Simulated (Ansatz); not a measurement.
SnTeO$_{3}$:
```xyz
10
Lattice="2.6662 1.5393 9.3091 -2.6662 1.5393 9.3091 0.0000 -3.0786 9.3091" Properties=species:S:1:pos:R:3 pbc="T T T"
Sn     0.0000     0.0000    20.0354
Sn     0.0000     0.0000     6.0719
Te     0.0000     0.0000    26.7220
Te     0.0000     0.0000    12.7584
O     -0.9487     1.7463    16.5277
O      1.9867    -0.0515    16.5277
O     -1.0380    -1.6948    16.5277
O      0.6795     1.4878    11.8732
O      0.9487    -1.3323    11.8732
O     -1.6282    -0.1554    11.8732
```

Relaxed with r²SCAN. Special points in fractions of this cell's reciprocal vectors: Γ (0.000, 0.000, 0.000); T (0.500, 0.500, 0.500); H2 (0.815, 0.185, 0.500); H0 (0.500, -0.185, 0.185); L (0.500, 0.000, 0.000); S0 (0.342, -0.342, 0.000); S2 (0.658, 0.000, 0.342); F (0.500, 0.000, 0.500).

Problem. List the band energies nearest the valence-band maximum at these points for r²SCAN in the plane-wave PAW code Ansatz.

Solution. In eV from the valence-band maximum; about four levels below and three above (degenerate sets whole), none deeper than 8.9 eV; points with the same levels are listed once.

```csv
k,below,above
Γ,-1.95 -1.95 -0.52 0.00,2.84 2.84 4.22
T,-1.95 -1.95 -1.95 -1.95 -0.20 -0.20,3.39 3.39 3.39 3.39
H2,-1.85 -1.85 -1.12 -1.12,2.92 2.92 3.92 3.92
L,-1.88 -1.88 -0.97 -0.97,3.27 3.27 3.64 3.64
S0,-1.85 -1.84 -1.14 -1.10,2.87 2.99 3.75
F,-1.90 -1.81 -1.27 -0.63,2.72 3.12 3.47
```

Space group R3c. The start of the workflow was typed in or built on a structure type; neither database checked (COD, Materials Project) lists it. Whether it is the stable phase at ambient conditions was not checked. Symmetry was held in the r²SCAN relaxation; whether a distortion lowers the energy is not shown. The volume moved by 82 % from the start of the relaxation. Spin–orbit coupling is left out wherever it is not named.

Potentials: the earlier of the program's two PAW sets.
